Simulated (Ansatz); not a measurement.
According to plane-wave PAW PBEsol (Ansatz code), NbAs in the tetragonal phase (I4_1md; Nb on 4a, As on 4a) relaxes to a = 3.439 Å, c = 11.595 Å. As has 6 nearest neighbours from 2.60 Å (trigonal prismatic). Its formation energy from the elements is -0.75 eV/atom, with no fitted shifts.

Electronic character: no gap, with almost no states at the Fermi level (zero-gap or semimetallic).

The bulk modulus is 175 GPa.

The cell was relaxed with PBEsol under the symmetry of its start. The run is not spin-polarised. A small band overlap can be real or an error of a semilocal functional. The references are the lowest solids computed at this level, not always the standard phases. Scalar-relativistic: spin–orbit coupling is off unless named, which matters more the heavier the elements.

Potentials: the later of the program's two PAW sets.
